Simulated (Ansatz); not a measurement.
## TaRu (P4/mmm) as a metal

```xyz
2
Lattice="3.0236 0.0000 0.0000 0.0000 3.0236 0.0000 0.0000 0.0000 3.3872" Properties=species:S:1:pos:R:3 pbc="T T T"
Ta    1.5118    1.5118    1.6936
Ru    0.0000    0.0000    0.0000
```

Conventional cell: a = 3.024 Å, b = 3.024 Å, c = 3.387 Å, α = 90.00°, β = 90.00°, γ = 90.00°. Ta (atom 1) is surrounded by 8 Ru at 2.73 Å and 4 Ta at 3.02 Å. Around Ru (atom 2) lie 8 Ta at 2.73 Å and 4 Ru at 3.02 Å.

Level of theory, where no other is named: PBEsol, all-electron LAPW in Ansatz 0.2.0, scalar-relativistic. k mesh 14×14×12, fine mesh 20×20×16, Fermi-Dirac smearing of 0.050 eV, basis error target 1 meV/atom. The cell was relaxed by PAW under this functional.

Levels and slopes are solved on a 20×20×16 mesh, and each state is taken as quadratic over its cell.

Question: What is the density of states at the Fermi level, and which bare Sommerfeld coefficient follows?

Answer: N(E_F) = 0.96 states/eV/atom (both spins), so γ = (π²/3) k_B² N(E_F) = 2.26 mJ/(mol-atom K²) without electron-phonon or spin-fluctuation enhancement.

Question: What Drude plasma energy and σ/τ do the band velocities give?

Answer: (ħω_p,α)² = (e²/ε₀VN_k) Σ_nkσ (∂E/∂k_α)² δ(E − E_F) gives ħω_p = (7.08, 7.08, 7.42) eV along x, y, z, and σ/τ = ε₀ω_p² = 10.2×10²⁰ Ω⁻¹m⁻¹s⁻¹ along x. Weighted by the density of states, the mean Fermi speed is 0.532×10⁶ m/s; the surface has an area of 26.9 Å⁻² for each spin direction.

Question: Which bands cross the Fermi level, and what do they carry?

Answer: 

```tsv
band	filled part	N (states/eV/cell)	speed (10⁶ m/s)	5th to 95th percentile	area (Å⁻²)	filling
1	1.00	0.0191	0.832	0.73 to 0.97	0.418	nearly full
2	0.98	0.074	0.977	0.75 to 1.14	1.91	nearly full
3	0.43	1.22	0.53	0.29 to 0.81	17	partly filled
4	0.09	0.611	0.475	0.22 to 0.78	7.65	nearly empty
```

Question: Map the plane k₃ = 0 of the mesh: how many bands lie under the Fermi level at each point, counted from the least on the plane?

Answer: k₁ runs to the right and k₂ upwards, each from −½ to ½ with 0 in the middle (the axes needn't be at right angles):
```
01122223344433222211
11222223344433222221
22222223334333222222
22222222333332222222
22222222233322222222
22222222222222222222
33332222222222222333
33333222222222223333
44433322222222233344
44443322222222233444
44433322222222233344
33333222222222223333
33332222222222222333
22222222222222222222
22222222233322222222
22222222333332222222
22222223334333222222
11222223344433222221
01122223344433222211
00122223344433222210
```

Question: On PAW files the program sums the optical response inside the mesh cells, interband lines and its own Drude term. Where does ε₁ rise through zero (a sharp plasmon if ε₂ is small there), and how much light is reflected?

Answer: 

| Property | Result |
| --- | --- |
| Fine mesh | 20, 20, 16 |
| Window top | 30 eV |
| Line width | 0.1 eV |
| Drude damping | 0.2 eV |
| ε₁ rises through zero at x | 1.2, 15.16, 24.21 eV |
| ε₂ there x | 30.15, 1.74, 0.56 |
| ε₁ rises through zero at z | 1.48, 10.97, 16.51, 23.96 eV |
| ε₂ there z | 18.26, 2.04, 1.96, 0.57 |
| Plasma energy (x, y, z) | 6.932, 6.932, 7.272 eV |
| Reflectivity at 1 eV, x-polarised | 0.6853 |
| Reflectivity at 2 eV, x-polarised | 0.563 |
| Reflectivity at 3 eV, x-polarised | 0.5935 |

The plasma energy here is the program's own sum at the run's smearing; it differs from the value above by up to 2 %, through mesh and smearing.

Question: What does PAW give for the same cell?

Answer: N(E_F) = 0.959 states/eV/atom and ħω_p,x = 7.08 eV.

Keep in mind: no spin-orbit coupling on heavy atoms; these sums move with the mesh, by several per cent and more for small sheets; frozen-core PAW files fitted under PBE, their cores solved anew for the functional of the run.
